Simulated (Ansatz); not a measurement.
AlRu, in the lowest of the structures calculated here: Pm-3m (No. 221), cP2, CsCl type; a = b = c = 2.983 Å, α = β = γ = 90.00°; Al 1a (0.000, 0.000, 0.000); Ru 1b (0.500, 0.500, 0.500). Level of theory: r2SCAN (plane waves to 500 eV, PAW, scalar-relativistic; Ansatz, a first-principles code). Element references, the lowest calculated here: Ru (P6₃/mmc), Al (Fm-3m).

Q: What formation energy of this Pm-3m form of AlRu from the elements does r2SCAN give?

A: -0.72 eV/atom.

Static energies, no anion corrections, no zero-point energy. Values are rounded to 0.01 eV/atom. The compounds carry no spin polarisation.
